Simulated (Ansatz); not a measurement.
Values for one crystal, relaxed and computed with LDA in the plane-wave PAW code Ansatz; other levels are named.

- Volume per atom = 18.37 Å³
- Electronic character = metallic (no gap)
- Pressure derivative B′ = 5.1
- Bulk modulus (Birch–Murnaghan fit) = 65.9 GPa
- Density of states at the Fermi level = 0.16 states/eV per atom (mean over ±0.08 eV)
- Zone-centre stability = no imaginary mode at Γ
- Highest zone-centre frequency = 242 cm^-1

### Question
Which compound is it?
A) Ga, α-Ga
B) Re, hcp (Mg type)
C) Au, fcc (Cu type)
D) Al, fcc (Cu type)

### Answer
A, Ga, α-Ga

Space group Cmce (α-Ga). Symmetry was held in the LDA relaxation. As this level gives no gap, phonon frequencies hold no LO–TO term and depend on the k-mesh and smearing (Fermi–Dirac, 0.1 eV here). Spin–orbit coupling is left out wherever it is not named.

Potentials: the earlier of the program's two PAW sets. The files were generated under PBE; for other functionals the program regenerates the frozen cores, and for LDA and PBEsol the local potential too.
